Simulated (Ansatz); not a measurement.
CaZrN₂:
```yaml
crystal:
  lattice:
    - [1.63053, 0.94138, 5.50486]
    - [-1.63053, 0.94138, 5.50486]
    - [0.00000, -1.88277, 5.50486]
  atoms:
    - { symbol: Ca, position: [0.00000, 0.00000, 0.00000] }
    - { symbol: Zr, position: [0.50000, 0.50000, 0.50000] }
    - { symbol: N, position: [0.23880, 0.23880, 0.23880] }
    - { symbol: N, position: [0.76120, 0.76120, 0.76120] }
```

x, y and z are the axes in which the lattice vectors are written.

### Question
Give the high-frequency dielectric tensor and the Born effective charge tensors of the independent atoms from DFPT, the program Ansatz at the LDA level (PAW).

### Answer

ε∞:
```
11.9  0.00  0.00
0.00  11.9  0.00
0.00  0.00  9.67
```
Z* of atom 1 (Ca), rows: field, columns: displacement, in e:
```
2.44  0.00  0.00
0.00  2.44  0.00
0.00  0.00  3.67
```
Z* of atom 2 (Zr), rows: field, columns: displacement, in e:
```
6.69  0.00  0.00
0.00  6.69  0.00
0.00  0.00  3.74
```
Z* of atom 3 (N), rows: field, columns: displacement, in e:
```
-4.56   0.00   0.00
 0.00  -4.56   0.00
 0.00   0.00  -3.71
```

Space group R-3m. The first step of the workflow began from a Materials Project structure, measured or hypothetical; the Crystallography Open Database copy checked does not list it. Its standing as an ambient phase is unchecked. The cell was relaxed with LDA under the symmetry of its start; its stability against distortions is not shown here. No spin polarisation was allowed. Scalar-relativistic: spin–orbit coupling is off unless named, which matters more the heavier the elements.

Potentials: the later of the program's two PAW sets.
